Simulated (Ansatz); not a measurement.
Zincblende alloy of GaAs and BAs (6 of 32 Ga sites exchanged), 64 atoms

Ansatz, PAW, plane waves. PBEsol relaxation of volume and atoms (shape held) at the single k point (¼, ¼, ¼) without its symmetry partners; single points on the relaxed atoms at the single k point (¼, ¼, ¼) without its symmetry partners, onto which points of the small cell's zone fold. Arrangement: quasirandom. No spin–orbit coupling unless named.

Relaxed structure:

```
CELL_PARAMETERS angstrom
10.97744 0.00000 0.00000
0.00000 10.97744 0.00000
0.00000 0.00000 10.97744
ATOMIC_POSITIONS crystal
Ga 0.00612 0.00024 0.00567
Ga 0.01269 0.00028 0.49769
Ga 0.99667 0.49878 0.99934
Ga 0.48670 0.99878 0.49683
Ga 0.50258 0.50028 0.99920
Ga 0.25366 0.23968 0.00764
Ga 0.25420 0.76010 0.00487
Ga 0.74520 0.24378 0.99907
Ga 0.74950 0.26225 0.50262
Ga 0.74454 0.75545 0.00153
Ga 0.75152 0.73674 0.50160
Ga 0.25564 0.99915 0.74331
Ga 0.25002 0.50065 0.26164
Ga 0.24962 0.49982 0.73525
Ga 0.74452 0.99964 0.24624
Ga 0.74411 0.00022 0.75860
Ga 0.75051 0.50029 0.26155
Ga 0.74922 0.50116 0.73796
Ga 0.00654 0.24862 0.26003
Ga 0.00715 0.25596 0.74153
Ga 0.01017 0.74974 0.25907
Ga 0.00366 0.74573 0.74005
Ga 0.49238 0.24643 0.25421
Ga 0.49446 0.24850 0.74589
Ga 0.49400 0.75496 0.25609
Ga 0.49497 0.74934 0.74535
B 0.01323 0.49883 0.49874
B 0.49079 0.00110 0.00643
B 0.48441 0.49775 0.49784
B 0.24659 0.25468 0.49396
B 0.25167 0.74247 0.49188
B 0.25609 0.00047 0.25716
As 0.13895 0.10938 0.14781
As 0.14533 0.14262 0.61286
As 0.12807 0.62450 0.12567
As 0.12641 0.62637 0.59574
As 0.60661 0.11191 0.11393
As 0.62326 0.12365 0.62273
As 0.62399 0.62668 0.13132
As 0.60340 0.60701 0.60964
As 0.37406 0.37767 0.12773
As 0.37086 0.36945 0.59821
As 0.37544 0.90201 0.13320
As 0.35718 0.85517 0.60850
As 0.87288 0.36878 0.12995
As 0.89584 0.39438 0.61144
As 0.87819 0.87218 0.13037
As 0.87260 0.87598 0.62532
As 0.34804 0.12815 0.37505
As 0.38649 0.11054 0.88617
As 0.37422 0.62599 0.39614
As 0.37182 0.62461 0.87456
As 0.87026 0.12478 0.37619
As 0.88223 0.12735 0.87289
As 0.89773 0.60938 0.38939
As 0.87030 0.62786 0.87007
As 0.12723 0.37556 0.39797
As 0.13089 0.37298 0.87613
As 0.15652 0.87213 0.37394
As 0.12479 0.87548 0.86944
As 0.60405 0.38902 0.38826
As 0.62625 0.37393 0.86861
As 0.62701 0.87384 0.37931
As 0.60297 0.88713 0.89096
```

Q: What are the mean bond lengths by pair (pairs within 1.2 times the sum of covalent radii, less contacts 15 % beyond the pair's median; cation–cation pairs of compounds aside; long ionic contacts are cut short by that bound)?

A: As–B 2.155 ± 0.028 Å (standard deviation, 24 bonds); As–Ga 2.436 ± 0.028 Å (standard deviation, 104 bonds).

Q: What gap lies between the top filled and the lowest empty level in the single points?

A: r²SCAN 1.57 eV (6.5 s on NVIDIA GB300). Away from Γ this isn't the crystal's band gap. An indirect band minimum needn't fold onto Γ of this cell; where it doesn't, these gaps are too wide.
